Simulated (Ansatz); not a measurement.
**How far is PAW off for TlSn?**

```yaml
crystal:
  lattice:
    - [3.61473, 0.00000, 0.00000]
    - [0.00000, 3.61473, 0.00000]
    - [0.00000, 0.00000, 4.28750]
  atoms:
    - { symbol: Tl, position: [0.00000, 0.00000, 0.00000] }
    - { symbol: Sn, position: [0.50000, 0.50000, 0.50000] }
```

Atoms are numbered in the order listed.

The geometry is COD entry 1539744, unchecked; take it as a test cell. The listed cell was then made from it by scaling, straining or moving an atom.

Spin–orbit coupling is left out, though it moves levels of the heavy atoms by tenths of an eV or more.

Levels of theory: DFT, LDA, PAW with Ansatz's default frozen-core files, scalar-relativistic (Ansatz 0.2.0); DFT, LDA, all-electron PAW with datasets made for the crystal, scalar-relativistic (Ansatz 0.2.0); DFT, LDA, all-electron LAPW, scalar-relativistic (Ansatz 0.2.0).

For PAW: a Γ-centred 9×9×8 k mesh, Fermi–Dirac smearing of 0.08 eV, cutoff 420 eV, no spin polarisation; the PAW files were made with PBE, and the program remakes their frozen cores for this functional. The crystal-made all-electron datasets (AE datasets) take a cutoff of 260 eV at this cell. LAPW targets a basis error of 0.25 meV/atom. The Ansatz runs share mesh, smearing and spin set-up. Plane-wave (PAW) pressures include the program's estimate of the Pulay term.

Stress and pressure are positive in compression.

Spin–orbit coupling is left out, which moves gradients at and beside heavy atoms by some per cent and at worst by a factor of two.

In a metal, gradients converge slowly with the k mesh: the values move by tens of per cent from one mesh to another, at times in sign, so only the comparison on one mesh counts.

| quantity | PAW | AE datasets | LAPW |
| --- | --- | --- | --- |
| pressure (GPa) | -2.57 | -2.56 | -2.56 |
| stress xx (GPa) | -2.85 | -2.85 | -2.85 |
| stress zz (GPa) | -2.00 | -1.99 | -1.99 |
| field gradient Vzz at Tl1 (10²¹ V/m²) | -6.47 | -6.46 | – |
| field gradient Vzz at Sn2 (10²¹ V/m²) | -1.42 | -1.42 | – |

PAW's pressure differs from the LAPW value by about 0.01 GPa or less. Datasets made for the crystal and LAPW share parts of one code, so their agreement isn't an independent check.
